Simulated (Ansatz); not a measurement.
An Ansatz (a first-principles code) input:

Ansatz 0.2 input:
```yaml
crystal:
  lattice:
    - [2.2289470249, 1.2868831648, 7.2908298613]
    - [-2.2289470249, 1.2868831648, 7.2908298613]
    - [0.0, -2.5737663297, 7.2908298613]
  atoms:
    - { symbol: In, position: [0.0049399729, 0.0049399729, 0.0049399729] }
    - { symbol: In, position: [0.4953264363, 0.4953264363, 0.4953264363] }
    - { symbol: Sb, position: [0.6243263984, 0.6243263984, 0.6243263984] }
    - { symbol: As, position: [0.1254211924, 0.1254211924, 0.1254211924] }
kpoints:
  mp_grid: { grid: [6, 6, 6] }
hamiltonian:
  xc: hse06
  pseudopotentials: { kind: paw }
scf:
  n_extra_bands: 6
  occupations: { method: gaussian, width: 0.02 }
output:
  eigenvalues: true
  eigenstates:
    e_range: [-9.0, 8.0]
    kpoints:
      - [0.0, 0.0, 0.0]  # GAMMA
      - [0.5, 0.5, 0.5]  # T
      - [0.5, 0.0, 0.0]  # L
      - [0.5, 0.0, 0.5]  # F
      - [0.343718251, -0.343718251, 0.0]  # S_0
      - [0.656281749, 0.0, 0.343718251]  # S_2
      - [0.5, -0.187436502, 0.187436502]  # H_0
      - [0.812563498, 0.187436502, 0.5]  # H_2
```

How many symmetry operations and irreducible k-points will the run report?

6 operations, 32 of 216 k-points.

With a cutoff of 420 eV, how many plane waves at Γ?

2467.

It took around 16 core-minutes (rough) on shared server cores.

Space group R3m. The workflow started from a Materials Project entry (that database holds measured and hypothetical structures alike); the Crystallography Open Database copy checked does not list it. Its standing as an ambient phase is unchecked. The cell was relaxed with PBEsol under the symmetry of its start; whether a distortion lowers the energy is not shown. Spin–orbit coupling is left out wherever it is not named.

Potentials: the later of the program's two PAW sets.

Ansatz is a plane-wave DFT program.
